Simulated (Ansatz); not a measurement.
Ti₃IrC₂:
```yaml
crystal:
  lattice:
    - [3.01108, 0.00000, 0.00000]
    - [-1.50554, 2.60767, 0.00000]
    - [0.00000, 0.00000, 18.14986]
  atoms:
    - { symbol: Ti, position: [0.66667, 0.33333, 0.36523] }
    - { symbol: Ti, position: [0.33333, 0.66667, 0.63477] }
    - { symbol: Ti, position: [0.33333, 0.66667, 0.86523] }
    - { symbol: Ti, position: [0.66667, 0.33333, 0.13477] }
    - { symbol: Ti, position: [0.00000, 0.00000, 0.50000] }
    - { symbol: Ti, position: [0.00000, 0.00000, 0.00000] }
    - { symbol: Ir, position: [0.00000, 0.00000, 0.75000] }
    - { symbol: Ir, position: [0.00000, 0.00000, 0.25000] }
    - { symbol: C, position: [0.33333, 0.66667, 0.42856] }
    - { symbol: C, position: [0.66667, 0.33333, 0.57144] }
    - { symbol: C, position: [0.66667, 0.33333, 0.92856] }
    - { symbol: C, position: [0.33333, 0.66667, 0.07144] }
```

Relaxed with plane-wave PAW r²SCAN (Ansatz code). Indices refer to the conventional cell of P6_3/mmc, a = 3.0111 Å, b = 3.0111 Å, c = 18.1499 Å, α = 90.00°, β = 90.00°, γ = 120.00°.

Question: Simulate the powder diffraction pattern (Cu Kα, λ = 1.54184 Å; lines above 1 %) up to 2θ = 90°.

Answer: Simulated powder pattern, Cu Kα, λ = 1.54184 Å (kinematic, ideal powder, no thermal factors, no anomalous dispersion; the 30 strongest lines at most, above 1 %, up to 2θ = 90°):

```tsv
2θ (°)	d (Å)	I/Imax (%)	hkl
9.75	9.075	97	(0002)
19.56	4.537	23	(0004)
29.53	3.025	7.5	(0006)
34.39	2.608	30	(1 0 -1 0)
34.76	2.581	5.1	(1 0 -1 1)
35.83	2.506	34	(1 0 -1 2)
37.56	2.395	1.2	(1 0 -1 3)
39.73	2.269	19	(0008)
39.87	2.261	100	(1 0 -1 4)
42.69	2.118	7.1	(1 0 -1 5)
45.95	1.975	20	(1 0 -1 6)
50.27	1.815	4.4	(0 0 0 10)
53.54	1.712	22	(1 0 -1 8)
57.80	1.595	3.0	(1 0 -1 9)
61.29	1.512	2.0	(0 0 0 12)
61.60	1.506	20	(1 1 -2 0)
62.33	1.490	5.1	(1 0 -1 10)
62.54	1.485	7.6	(1 1 -2 2)
65.30	1.429	6.6	(1 1 -2 4)
69.78	1.348	4.4	(1 1 -2 6)
72.21	1.308	15	(1 0 -1 12)
72.49	1.304	3.8	(2 0 -2 0)
73.36	1.291	4.8	(2 0 -2 2)
75.84	1.254	17	(1 1 -2 8)
75.93	1.253	15	(2 0 -2 4)
80.16	1.197	4.4	(2 0 -2 6)
83.22	1.161	5.6	(1 0 -1 14)
83.41	1.159	6.3	(1 1 -2 10)
85.63	1.134	2.0	(0 0 0 16)
85.99	1.130	6.1	(2 0 -2 8)
```

The start of the workflow was typed in or built on a structure type; neither database checked (COD, Materials Project) lists it. Whether it is the stable phase at ambient conditions was not checked. The r²SCAN relaxation kept the symmetry of its start; whether a distortion lowers the energy is not shown. The run is not spin-polarised. Scalar-relativistic: spin–orbit coupling is off unless named, which matters more the heavier the elements.

Potentials: the earlier of the program's two PAW sets.
